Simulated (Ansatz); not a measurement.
Cs₂NiO₂:
```
CELL_PARAMETERS angstrom
     -2.19988     2.19988     6.78740
      2.19988    -2.19988     6.78740
      2.19988     2.19988    -6.78740
ATOMIC_POSITIONS crystal
  Cs 0.34950 0.34950 0.00000
  Cs 0.65050 0.65050 0.00000
  Ni 0.00000 0.00000 0.00000
  O  0.12398 0.12398 0.00000
  O  0.87602 0.87602 0.00000
```
The run is spin-polarised; directions of the spins, atom by atom: 0 0 ↑ ↑ ↑.

Relaxed with r²SCAN. Special points in fractions of this cell's reciprocal vectors: Γ (0.000, 0.000, 0.000); X (0.000, 0.000, 0.500); P (0.250, 0.250, 0.250); N (0.000, 0.500, 0.000); M (0.500, 0.500, -0.500); S (0.276, 0.724, -0.276); S0 (-0.276, 0.276, 0.276); R (-0.053, 0.053, 0.500); G (0.500, 0.500, -0.053).

### Question
List the band energies nearest the valence-band maximum at these points for plane-wave PAW r²SCAN (Ansatz code).

### Answer
In eV from the valence-band maximum; about four levels below and three above (degenerate sets whole), none deeper than 8.9 eV; points with the same levels are listed once.

```tsv
k	below	above
Γ ↑	-1.37 -0.78 -0.06 -0.06	3.56 4.33 5.47
X ↑	-1.31 -0.37 -0.08 0.00	3.45 4.54 5.38
P ↑	-1.31 -0.36 -0.04 -0.04	3.82 3.82 6.12
N ↑	-1.38 -0.76 -0.42 -0.35	4.36 5.17 5.77
M ↑	-1.37 -1.07 -0.13 -0.13	4.10 5.04 5.10
S ↑	-1.38 -0.80 -0.43 -0.35	4.46 5.06 5.70
R ↑	-1.31 -0.40 -0.08 -0.03	3.49 4.58 5.42
Γ ↓	-0.97 -0.97 -0.57 -0.39 -0.24	2.25 2.25 3.81
X ↓	-0.85 -0.29 -0.16 0.00	2.25 2.26 3.48
P ↓	-0.92 -0.92 -0.28 -0.16 0.00	2.25 2.25 3.87 3.87
N ↓	-1.36 -0.63 -0.27 -0.14	1.97 2.07 4.45
M ↓	-0.84 -0.84 -0.82 -0.39 -0.24	2.23 2.23 4.16
S ↓	-1.34 -0.65 -0.27 -0.15	1.97 2.07 4.52
R ↓	-0.85 -0.29 -0.16 -0.04	2.24 2.25 3.52
```

Space group I4/mmm. The first step of the workflow began from a Materials Project structure, measured or hypothetical; the Crystallography Open Database copy checked does not list it. Whether it is the stable phase at ambient conditions was not checked. Symmetry was held in the r²SCAN relaxation; its stability against distortions is not shown here. Spin order of the final state: ferromagnetic, the only order run, not a proven ground state. The cell computed holds one magnetic atom, so no antiferromagnetic order was within reach. Other orbital occupations within this spin state were not tried. No Hubbard U is applied. Spin–orbit coupling is left out wherever it is not named.

Potentials: the later of the program's two PAW sets.
